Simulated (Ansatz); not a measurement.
Hg4Pt (space group Im-3m)

```
CELL_PARAMETERS angstrom
     -3.14289     3.14289     3.14289
      3.14289    -3.14289     3.14289
      3.14289     3.14289    -3.14289
ATOMIC_POSITIONS crystal
  Hg 0.00000 0.00000 0.50000
  Hg 0.00000 0.50000 0.00000
  Hg 0.50000 0.50000 0.50000
  Hg 0.50000 0.00000 0.00000
  Pt 0.00000 0.00000 0.00000
```

The slice is a {211} plane (indices of the conventional cell) through the point (0.500, 0.000, 0.000) (fractional), spanned by u = [111] and v = [1 0 -1] in vectors of this cell: u (5.44 Å) and v (8.89 Å, at 90° to u). It covers one period; positions are fractions (u, v).

Method: r2SCAN (plane waves to 500 eV, PAW, scalar-relativistic; Ansatz, a first-principles code). k mesh 11×11×11. Inside the PAW spheres the values are not all-electron values, and peaks at nuclei hang on which shells count as valence. Hg4Pt is run without spin polarisation. Hg4Pt was relaxed with its symmetry unable to fall. Spin-orbit coupling is left out, though Hg and Pt are heavy.

Q: Sketch the valence electron density on this plane as a map.

A: 
```
|99864311000001234689|
|88754211000001234578|
|66543211111111223456|
|44432221111122233344|
|33322222222223333333|
|32222233322333344333|
|32222333333334444433|
|32222333333344444443|
|32222333333334444433|
|32222233322333344333|
|33322222222223333333|
|44432221111122233344|
|66543211111111223456|
|88754211000001234578|
|99864311000001234689|
|99874321000001234789|
|99864321000001134689|
|88754321000001124578|
|66543221111111123456|
|44433322211111222344|
|33333333222222222233|
|33334433332233322222|
|33344444333333332222|
|33444444433333332222|
|33344444333333332222|
|33334433332233322222|
|33333333222222222233|
|44433322211111222344|
|66543221111111123456|
|88754321000001124578|
|99864321000001134689|
|99874321000001234789|
```
Scale: ten equal steps from -1.78 (start of '0') to 1.24 (end of '9'), in the order '0123456789'. Values: log₁₀ of the valence density in e/Å³. The map has 20 points along u (one character each, u = 0 at the left) and 32 along v (v = 0 in the bottom row). The scale is logarithmic, as a density can span decades between atoms and voids.
